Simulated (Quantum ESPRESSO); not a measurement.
# In3YO5F: input and log of a self-consistent run

A calculation, not a measurement. The program is pw.x of Quantum ESPRESSO 7.5 (plane-wave density functional theory). The cell is made up: 10 atoms on a corundum lattice, with randomly drawn elements, strain and displacements, not relaxed. PseudoDojo standard norm-conserving files (v0.5 for PBE, v0.4.1 for LDA and PBEsol) set the functional; there is no spin polarisation, spin-orbit coupling or dispersion term, and the masses in the input are unused placeholders. A spin-polarised start on this cell or one of its family kept no moment above 0.05 Bohr magneton at the same smearing; a narrower smearing was not tried.

Input:

```
&control calculation='scf', pseudo_dir='./dojo.nc.sr.pbe.v0_5.standard.upf', outdir='./o', disk_io='low', tprnfor=.true., tstress=.true. /
&system ibrav=0, nat=10, ntyp=4, nbnd=54, ecutwfc=84.00895049, nosym=.true., tot_charge=0,
 occupations='smearing', smearing='fd', degauss=0.0073498644
/
&electrons conv_thr=7.350e-09, electron_maxstep=60, /
ATOMIC_SPECIES
F 1.0 F.upf
In 1.0 In.upf
O 1.0 O.upf
Y 1.0 Y.upf
CELL_PARAMETERS angstrom
2.8365 1.6377 5.002
-2.8365 1.6377 5.002
0.0 -3.2753 5.002
ATOMIC_POSITIONS angstrom
In 0.0065 0.0193 5.2754
In 0.0223 0.03 2.1857
Y -0.0174 0.0241 9.7501
In -0.0131 -0.0108 12.7999
O -1.0896 1.6271 8.7597
O -0.8539 -1.8105 8.7354
O 2.0078 0.1381 8.7677
O 1.1076 -1.6446 6.2835
O 0.8727 1.7695 6.2873
F -1.992 -0.1617 6.2695
K_POINTS automatic
7 7 7 1 1 1
```

The log is shortened where brackets say so; the opening notice, blank lines, dates and the lines on written files are dropped, and the path of the files is cut. It prints rydbergs, bohrs and kilobars, and counts compression as positive stress.

```
     Program PWSCF v.7.5
     Parallel version (MPI & OpenMP), running on       4 processor cores
     Number of MPI processes:                 4
     Threads/MPI process:                     1
     [start-up lines left out]
     bravais-lattice index     =            0
     lattice parameter (alat)  =      11.2986  a.u.
     unit-cell volume          =     940.8055 (a.u.)^3
     number of atoms/cell      =           10
     number of atomic types    =            4
     number of electrons       =        87.00
     number of Kohn-Sham states=           54
     kinetic-energy cutoff     =      84.0090  Ry
     charge density cutoff     =     336.0358  Ry
     scf convergence threshold =      7.3E-09
     mixing beta               =       0.7000
     number of iterations used =            8  plain     mixing
     Exchange-correlation= PBE
                           (   1   4   3   4   0   0   0)
     [axes and pseudopotential details left out]
   Cartesian axes
     site n.     atom                  positions (alat units)
         1        In     tau(   1) = (   0.0010871   0.0032280   0.8823294  )
         2        In     tau(   2) = (   0.0037298   0.0050176   0.3655661  )
         3        Y      tau(   3) = (  -0.0029102   0.0040308   1.6307389  )
         4        In     tau(   4) = (  -0.0021910  -0.0018063   2.1408288  )
         5        O      tau(   5) = (  -0.1822395   0.2721383   1.4650910  )
         6        O      tau(   6) = (  -0.1428178  -0.3028126   1.4610267  )
         7        O      tau(   7) = (   0.3358117   0.0230977   1.4664290  )
         8        O      tau(   8) = (   0.1852500  -0.2750652   1.0509377  )
         9        O      tau(   9) = (   0.1459622   0.2959552   1.0515733  )
        10        F      tau(  10) = (  -0.3331691  -0.0270449   1.0485962  )
     number of k points=   172  Fermi-Dirac smearing, width (Ry)=  0.0073
     Number of k-points >= 100: set verbosity='high' to print them.
     Dense  grid:    97813 G-vectors     FFT dimensions: (  72,  72,  72)
     Estimated max dynamical RAM per process >     593.62 MB
     Estimated total dynamical RAM >       2.25 GB
     Initial potential from superposition of free atoms
     starting charge      86.9838, renormalised to      87.0000
     Starting wfcs are   61 randomized atomic wfcs
     total cpu time spent up to now is       10.8 secs
     per-process dynamical memory:   539.2 Mb
     Self-consistent Calculation
     iteration #  1     ecut=    84.01 Ry     beta= 0.70
     Davidson diagonalization with overlap
     ethr =  1.00E-02,  avg # of iterations =  2.8
     total cpu time spent up to now is       34.0 secs
     total energy              =    -694.00688820 Ry
     estimated scf accuracy    <       2.85830151 Ry
     iteration #  2     ecut=    84.01 Ry     beta= 0.70
     Davidson diagonalization with overlap
     ethr =  3.29E-03,  avg # of iterations =  3.0
     total cpu time spent up to now is       62.3 secs
     total energy              =    -694.40384951 Ry
     estimated scf accuracy    <       5.39432012 Ry
     iteration #  3     ecut=    84.01 Ry     beta= 0.70
     Davidson diagonalization with overlap
     ethr =  3.29E-03,  avg # of iterations =  2.0
     total cpu time spent up to now is       87.1 secs
     total energy              =    -695.42486008 Ry
     estimated scf accuracy    <       0.10938202 Ry
     iteration #  4     ecut=    84.01 Ry     beta= 0.70
     Davidson diagonalization with overlap
     ethr =  1.26E-04,  avg # of iterations =  8.8
     total cpu time spent up to now is      117.0 secs
     total energy              =    -695.45012403 Ry
     estimated scf accuracy    <       0.01369681 Ry
     iteration #  5     ecut=    84.01 Ry     beta= 0.70
     Davidson diagonalization with overlap
     ethr =  1.57E-05,  avg # of iterations =  7.5
     total cpu time spent up to now is      147.3 secs
     total energy              =    -695.45183234 Ry
     estimated scf accuracy    <       0.00536064 Ry
     [iterations 6 to 8 left out]
     iteration #  9     ecut=    84.01 Ry     beta= 0.70
     Davidson diagonalization with overlap
     ethr =  1.40E-08,  avg # of iterations =  3.4
     total cpu time spent up to now is      247.8 secs
     total energy              =    -695.45319227 Ry
     estimated scf accuracy    <       0.00000857 Ry
     iteration # 10     ecut=    84.01 Ry     beta= 0.70
     Davidson diagonalization with overlap
     ethr =  9.85E-09,  avg # of iterations =  2.0
     total cpu time spent up to now is      270.6 secs
     total energy              =    -695.45319327 Ry
     estimated scf accuracy    <       0.00000091 Ry
     iteration # 11     ecut=    84.01 Ry     beta= 0.70
     Davidson diagonalization with overlap
     ethr =  1.05E-09,  avg # of iterations =  2.3
     total cpu time spent up to now is      295.2 secs
     total energy              =    -695.45319348 Ry
     estimated scf accuracy    <       0.00000006 Ry
     iteration # 12     ecut=    84.01 Ry     beta= 0.70
     Davidson diagonalization with overlap
     ethr =  6.85E-11,  avg # of iterations =  4.5
     total cpu time spent up to now is      324.0 secs
     total energy              =    -695.45319349 Ry
     estimated scf accuracy    <       0.00000004 Ry
     iteration # 13     ecut=    84.01 Ry     beta= 0.70
     Davidson diagonalization with overlap
     ethr =  4.84E-11,  avg # of iterations =  2.0
     total cpu time spent up to now is      348.7 secs
     End of self-consistent calculation
     [lines on levels left out]
!    total energy              =    -695.45319350 Ry
     estimated scf accuracy    <          5.0E-09 Ry
     smearing contrib. (-TS)   =      -0.00277685 Ry
     internal energy E=F+TS    =    -695.45041664 Ry
     The total energy is F=E-TS. E is the sum of the following terms:
     one-electron contribution =    -172.57690656 Ry
     hartree contribution      =     152.88885802 Ry
     xc contribution           =    -189.64483573 Ry
     ewald contribution        =    -486.11753237 Ry
     convergence has been achieved in  13 iterations
     Forces acting on atoms (cartesian axes, Ry/au):
     atom    1 type  2   force =     0.04932366   -0.00003623   -0.00555978
     atom    2 type  2   force =    -0.03609928    0.03315274    0.02818988
     atom    3 type  4   force =    -0.00599665   -0.05701022   -0.07909900
     atom    4 type  2   force =    -0.01486596   -0.03250561    0.07278593
     atom    5 type  3   force =    -0.01624109    0.00909304   -0.00956994
     atom    6 type  3   force =    -0.00373651    0.00537050    0.00211807
     atom    7 type  3   force =     0.00977354    0.01192189   -0.00536960
     atom    8 type  3   force =     0.01587372    0.00973188   -0.00267584
     atom    9 type  3   force =    -0.00142335    0.01561584    0.00155668
     atom   10 type  1   force =     0.00339192    0.00466617   -0.00237641
     Total force =     0.152223     Total SCF correction =     0.000133
     Computing stress (Cartesian axis) and pressure
          total   stress  (Ry/bohr**3)                   (kbar)     P=       55.77
   0.00029480   0.00003693  -0.00013587           43.37        5.43      -19.99
   0.00003693   0.00033132   0.00000073            5.43       48.74        0.11
  -0.00013587   0.00000073   0.00051125          -19.99        0.11       75.21
     init_run     :     10.34s CPU     10.68s WALL (       1 calls)
     electrons    :    336.97s CPU    337.93s WALL (       1 calls)
     forces       :      3.55s CPU      3.57s WALL (       1 calls)
     stress       :     11.87s CPU     11.87s WALL (       1 calls)
     [timing details left out]
     PWSCF        :   6m 2.96s CPU   6m 4.32s WALL
     JOB DONE.
```

In other units: free energy -9462.123 eV for the cell, pressure 5.58 GPa, largest force component 2.034 eV/Å. A rerun of a related cell, with the same atoms placed differently, at a cutoff of 1437 eV and k mesh 9 x 9 x 9 moved values by no more than 0.003 eV in energy, 0.03 GPa in stress and 0.002 eV/Å in force.